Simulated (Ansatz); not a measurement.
Relaxed-ion elastic tensor of Te (simple cubic, Pm-3m) in GPa (Voigt order), r²SCAN in the plane-wave PAW code Ansatz; density 6.54 g/cm³, 32.41 Å³ per atom.

```
94.3  33.9  33.9   0.0   0.0   0.0
33.9  94.3  33.9   0.0   0.0   0.0
33.9  33.9  94.3   0.0   0.0   0.0
 0.0   0.0   0.0   2.8   0.0   0.0
 0.0   0.0   0.0   0.0   2.8   0.0
 0.0   0.0   0.0   0.0   0.0   2.8
```

Q: Is the crystal mechanically stable?

A: Yes: the smallest eigenvalue of C is 2.8 GPa.

Q: Work out the Voigt and Reuss bounds. Is their mean of use?

A: K_V = 54.0, K_R = 54.0; G_V = 13.8, G_R = 4.4 GPa. The bounds lie so far apart that a Hill average or a Debye temperature from it would say little.

A made-up cell: these elements were put on the sites of a structure type; neither database checked (COD, Materials Project) lists it. It is not the phase usual at ambient conditions (space group No. 152). The r²SCAN relaxation kept the symmetry of its start; its stability against distortions is not shown here. As this level gives no gap, shear constants depend on the k-mesh and smearing (Fermi–Dirac, 0.1 eV here). Spin–orbit coupling is left out wherever it is not named.

Potentials: the later of the program's two PAW sets.
